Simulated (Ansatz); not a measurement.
This is a relaxation of cell and atoms with the PAW code Ansatz on In3GaP4, ordered on the zincblende lattice (P-4m2) with 8 atoms a cell; the level of theory is PBE. It starts from a guessed cell.

```yaml
crystal:
  lattice:
    - [3.9253481376, 0.0, 0.0]
    - [0.0, 3.9253481376, 0.0]
    - [0.0, 0.0, 11.1025611466]
  atoms:
    - { symbol: Ga, position: [0.0, 0.0, 0.0] }
    - { symbol: P, position: [0.0, 0.5, 0.125] }
    - { symbol: In, position: [0.5, 0.5, 0.25] }
    - { symbol: P, position: [0.5, 0.0, 0.375] }
    - { symbol: In, position: [0.0, 0.0, 0.5] }
    - { symbol: P, position: [0.0, 0.5, 0.625] }
    - { symbol: In, position: [0.5, 0.5, 0.75] }
    - { symbol: P, position: [0.5, 0.0, 0.875] }
kpoints:
  mp_grid: { grid: [6, 6, 2] }
hamiltonian:
  xc: pbe
scf:
  occupations: { method: fermi_dirac, width: 0.02 }
relax:
  f_tol: 0.005
  cell: {}
output:
  write_density: true
  write_potential: true
  elf: true
  volumetric_format: npy
```

The trajectory has 7 recorded frames, each with fractional positions and then forces in eV/Å along x, y and z. The last, and any step after a large change of cell, is solved on a basis re-selected at its cell; pressure is positive in compression.

Step 1: energy 0.0 meV/atom from step 1, largest force component 1.907 eV/Å, pressure +15.02 GPa; a = 3.925 Å, b = 3.925 Å, c = 11.103 Å, α = 90.00°, β = 90.00°, γ = 90.00°
```
Ga 0.0000 0.0000 0.0000     0.000   0.000   0.000
P  0.0000 0.5000 0.1250     0.000   0.000  -1.907
In 0.5000 0.5000 0.2500     0.000   0.000  -0.134
P  0.5000 0.0000 0.3750     0.000   0.000  -0.006
In 0.0000 0.0000 0.5000     0.000   0.000   0.000
P  0.0000 0.5000 0.6250     0.000   0.000   0.006
In 0.5000 0.5000 0.7500     0.000   0.000   0.134
P  0.5000 0.0000 0.8750     0.000   0.000   1.907
```

Step 2: energy -179.4 meV/atom from step 1, largest force component 0.116 eV/Å, pressure +0.93 GPa; a = 4.117 Å, b = 4.117 Å, c = 11.617 Å, α = 90.00°, β = 90.00°, γ = 90.00°
```
Ga 0.0000 0.0000 0.0000     0.000   0.000   0.000
P  0.0000 0.5000 0.1086     0.000   0.000   0.116
In 0.5000 0.5000 0.2392     0.000   0.000   0.089
P  0.5000 0.0000 0.3699     0.000   0.000  -0.043
In 0.0000 0.0000 0.5000     0.000   0.000   0.000
P  0.0000 0.5000 0.6301     0.000   0.000   0.043
In 0.5000 0.5000 0.7608     0.000   0.000  -0.089
P  0.5000 0.0000 0.8914     0.000   0.000  -0.116
```

**Question.** Estimate where the relaxation ends.

**Answer.**
Step 3: energy -180.9 meV/atom from step 1, largest force component 0.011 eV/Å, pressure +0.16 GPa; a = 4.123 Å, b = 4.123 Å, c = 11.719 Å, α = 90.00°, β = 90.00°, γ = 90.00°
```
Ga 0.0000 0.0000 0.0000     0.000   0.000   0.000
P  0.0000 0.5000 0.1104     0.000   0.000   0.005
In 0.5000 0.5000 0.2410     0.000   0.000  -0.007
P  0.5000 0.0000 0.3705     0.000   0.000  -0.011
In 0.0000 0.0000 0.5000     0.000   0.000   0.000
P  0.0000 0.5000 0.6295     0.000   0.000   0.011
In 0.5000 0.5000 0.7590     0.000   0.000   0.007
P  0.5000 0.0000 0.8896     0.000   0.000  -0.005
```

Step 4: energy -180.9 meV/atom from step 1, largest force component 0.003 eV/Å, pressure +0.02 GPa; a = 4.127 Å, b = 4.127 Å, c = 11.724 Å, α = 90.00°, β = 90.00°, γ = 90.00°
```
Ga 0.0000 0.0000 0.0000     0.000   0.000   0.000
P  0.0000 0.5000 0.1105     0.000   0.000  -0.003
In 0.5000 0.5000 0.2409     0.000   0.000  -0.002
P  0.5000 0.0000 0.3704     0.000   0.000   0.000
In 0.0000 0.0000 0.5000     0.000   0.000   0.000
P  0.0000 0.5000 0.6296     0.000   0.000   0.000
In 0.5000 0.5000 0.7591     0.000   0.000   0.002
P  0.5000 0.0000 0.8895     0.000   0.000   0.003
```

Step 5: energy -182.2 meV/atom from step 1, largest force component 0.003 eV/Å, pressure +0.06 GPa; a = 4.127 Å, b = 4.127 Å, c = 11.724 Å, α = 90.00°, β = 90.00°, γ = 90.00°
```
Ga 0.0000 0.0000 0.0000     0.000   0.000   0.000
P  0.0000 0.5000 0.1105     0.000   0.000  -0.003
In 0.5000 0.5000 0.2409     0.000   0.000  -0.002
P  0.5000 0.0000 0.3704     0.000   0.000   0.000
In 0.0000 0.0000 0.5000     0.000   0.000   0.000
P  0.0000 0.5000 0.6296     0.000   0.000   0.000
In 0.5000 0.5000 0.7591     0.000   0.000   0.002
P  0.5000 0.0000 0.8895     0.000   0.000   0.003
```

Step 6: energy -182.2 meV/atom from step 1, largest force component 0.001 eV/Å, pressure 0.00 GPa; a = 4.128 Å, b = 4.128 Å, c = 11.727 Å, α = 90.00°, β = 90.00°, γ = 90.00°
```
Ga 0.0000 0.0000 0.0000     0.000   0.000   0.000
P  0.0000 0.5000 0.1104     0.000   0.000  -0.001
In 0.5000 0.5000 0.2409     0.000   0.000   0.000
P  0.5000 0.0000 0.3704     0.000   0.000   0.000
In 0.0000 0.0000 0.5000     0.000   0.000   0.000
P  0.0000 0.5000 0.6296     0.000   0.000   0.000
In 0.5000 0.5000 0.7591     0.000   0.000   0.000
P  0.5000 0.0000 0.8896     0.000   0.000   0.001
```

Step 7: energy -182.2 meV/atom from step 1, largest force component 0.001 eV/Å, pressure 0.00 GPa; a = 4.128 Å, b = 4.128 Å, c = 11.727 Å, α = 90.00°, β = 90.00°, γ = 90.00°
```
Ga 0.0000 0.0000 0.0000     0.000   0.000   0.000
P  0.0000 0.5000 0.1104     0.000   0.000  -0.001
In 0.5000 0.5000 0.2409     0.000   0.000   0.000
P  0.5000 0.0000 0.3704     0.000   0.000   0.000
In 0.0000 0.0000 0.5000     0.000   0.000   0.000
P  0.0000 0.5000 0.6296     0.000   0.000   0.000
In 0.5000 0.5000 0.7591     0.000   0.000   0.000
P  0.5000 0.0000 0.8896     0.000   0.000   0.001
```

The walk took 5 steps, besides SCFs solved again on a fresh basis, and changed the volume by +16.8 %. The last SCF, on a fresh basis, lies 182 meV an atom below the first. At the end: space group P-4m2 (No. 115), tetragonal; conventional cell a = 4.128 Å, c = 11.727 Å, 24.98 Å³ an atom. Around Ga lie 4 P at 2.44 Å; around P lie 2 Ga at 2.44 Å and 2 In at 2.57 Å; around In lie 4 P at 2.56–2.57 Å; around P lie 4 In at 2.56 Å; around In lie 4 P at 2.56 Å.

Command: `ansatz run input.yaml --threads 4 --pin off --max-ram 6451MiB --backend cpu --events-out ev --progress --plain --runs-dir out`.

**Question.** What wall time did it need on 4 threads of Arm Neoverse V1, on a shared host, load about 0.7 per core, and how much host memory at the peak?

**Answer.** About 34 s, with a peak of 0.58 GiB.

No spin polarisation and no zero-point or thermal motion; the cell was built from a prototype and may be hypothetical.
